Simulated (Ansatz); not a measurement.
The relaxed structure here is a generated cell of GaPt: the first start was made by placing the elements on the sites of a structure type, and the end was not matched to a known phase here, so it may be hypothetical.

The start is a generated cell, GaPt placed in the AFLOW prototype AB_cF16_227_a_b (B32, as in NaTl). The structure is fully relaxed (lattice and positions, P = 0) with PBE (plane waves to 420 eV, PAW, scalar-relativistic; Ansatz, a first-principles code). The first steps use a coarse 9×9×9 k-mesh.

Input geometry:
```
GaPt
1.0
    0.00000     3.18253     3.18253
    3.18253     0.00000     3.18253
    3.18253     3.18253     0.00000
Ga Pt
2 2
Direct
  0.75000   0.75000   0.75000
  0.50000   0.50000   0.50000
  0.00000   0.00000   0.00000
  0.25000   0.25000   0.25000
```

**Question.** By how much does the energy per atom fall from start to end?

**Answer.** Under 0.01 eV/atom.

**Question.** How does the volume per atom move from start to end?

**Answer.** -1.1 %, from 16.12 to 15.93 Å³/atom.

**Question.** How do the shortest distances between atoms change?

**Answer.** The closest pairs of elements (up to four, under 3.6 Å), start → end: Ga–Ga 2.76 → 2.75 Å; Ga–Pt 2.76 → 2.75 Å; Pt–Pt 2.76 → 2.75 Å.

**Question.** Is the relaxed structure metallic? Give its gap.

**Answer.** No gap (metallic).

**Question.** Give the final cell and atomic positions.

**Answer.** 
```cif
data_Ga8Pt8
_chemical_formula_sum 'Ga8 Pt8'
_space_group_name_H-M_alt 'Fd-3m :1'
_space_group_IT_number 227
_space_group_name_Hall 'F 4d 2 3 -1d'
_cell_length_a 6.34089
_cell_length_b 6.34089
_cell_length_c 6.34089
_cell_angle_alpha 90.000
_cell_angle_beta 90.000
_cell_angle_gamma 90.000
loop_
_atom_site_label
_atom_site_type_symbol
_atom_site_symmetry_multiplicity
_atom_site_Wyckoff_symbol
_atom_site_fract_x
_atom_site_fract_y
_atom_site_fract_z
_atom_site_occupancy
Ga1 Ga 8 a 0.00000 0.00000 0.00000 1
Pt1 Pt 8 b 0.50000 0.50000 0.50000 1
```
(The calculation used a cell of 4 atoms; values per cell refer to that cell.)

The space group stays Fd-3m (No. 227) (the run could not lower it); the end is AFLOW prototype AB_cF16_227_a_b (B32, as in NaTl), with 4 atoms in the primitive cell. Final values are on a 13×13×13 k-mesh of the relaxed cell. No spin polarisation in the result.

The run could not lose the symmetry of its start: the end is stationary, and may be a saddle point rather than a minimum.

All atoms sit on sites fixed by symmetry, so only the cell could relax.
